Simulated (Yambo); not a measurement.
G0W0@PBEsol for K2LiAlF6 (space group Fm-3m, No. 225) in Yambo (2×2×2 mesh, 7 Ry block, plasmon pole, screening fixed), without a terminator:

```
bands N in G  gap Γ → Γ (eV)  shift of the valence edge (eV)
------------  --------------  ------------------------------
80                    11.366                          -2.099
126                   11.359                          -2.291
191                   11.418                          -2.447
```

Q: Extrapolate both columns to infinite N with E(N) = E∞ + A/N, test the form, and compare with the terminator.

A: From two points, E∞ = (N2 E2 − N1 E1)/(N2 − N1). The two largest N give 11.53 eV for the gap and -2.75 eV for the shift; the two smallest give 11.35 eV and -2.62 eV. For the gap the slopes A are 1.5 and -22 eV: the form isn't reached, and its limit is uncertain. For the shift the slopes A are 42 and 58 eV: the form isn't reached, and its limit is uncertain. With the Bruneval-Gonze terminator and 191 bands the run gives 11.53 eV and -2.68 eV, 0.00 eV and 0.07 eV from the extrapolated values: the terminator too is an estimate of the remainder. Block, mesh and the bands in W are held fixed.

Geometry of the Materials Project entry, not relaxed at this level; primitive cell a = 5.642 Å, b = 5.642 Å, c = 5.642 Å, α = 60.00°, β = 60.00°, γ = 60.00°.

A shift is the quasiparticle energy of the state minus its PBEsol energy.
